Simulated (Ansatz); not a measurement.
Bi2Pd:
Space group I4/mmm (No. 139); a = b = 3.3319 Å, c = 12.7102 Å, α = β = γ = 90.00°

```json
[
 {"atom": "Bi", "site": "4e", "symmetry": "4mm", "x": "0.0000", "y": "0.0000", "z": "0.3635"},
 {"atom": "Pd", "site": "2a", "symmetry": "4/mmm", "x": "0.0000", "y": "0.0000", "z": "0.0000"}
]
```
(The calculation used a cell of 3 atoms; values per cell refer to that cell.)

This is the LDA-relaxed structure.

Q: All from the program Ansatz at the LDA level (PAW), unless another level is named. Predict the formation energy from the elements (no fitted shifts).

A: -0.22 eV/atom.

Q: Give the density of states at the Fermi level.

A: 0.42 states/eV per atom (mean over ±0.08 eV).

The first step of the workflow began from a Materials Project structure, measured or hypothetical; the Crystallography Open Database files this formula in space group No. 139, but the cells were not matched. Its standing as an ambient phase is unchecked. The LDA relaxation kept the symmetry of its start; its stability against distortions is not shown here. No spin polarisation was allowed. Axis ratios of metals converge slowly with the k-mesh, so a and c are less sure than the volume. The references are the lowest solids computed at this level, not always the standard phases. Scalar-relativistic: spin–orbit coupling is off unless named, which matters more the heavier the elements.

Potentials: the later of the program's two PAW sets.
